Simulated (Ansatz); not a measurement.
AlNi (CsCl type), relaxed with PBE (Ansatz, a first-principles code, plane waves, PAW): a = 2.8932 Å, b = 2.8932 Å, c = 2.8932 Å, α = 90.00°, β = 90.00°, γ = 90.00°.

* **ΔH_f (eV/atom)**: -0.65
* **B₀ by P(V) fit (GPa)**: 159

Q: The same phase is relaxed and computed with r²SCAN in the same code. What are the cell and these values now?

A: a = 2.863 Å, b = 2.863 Å, c = 2.863 Å, α = 90.00°, β = 90.00°, γ = 90.00°.

- ΔH_f (eV/atom): -0.68
- B₀ by P(V) fit (GPa): 176

All cells were relaxed under the symmetry of their starts (and spin orders); stability against distortions was not tested throughout. Rows with no word on spin ran without spin polarisation.

Potentials: the later of the program's two PAW sets.

Ansatz is a plane-wave DFT program.

Formation energies count from the lowest solids of the elements computed at the same level, not from gases.
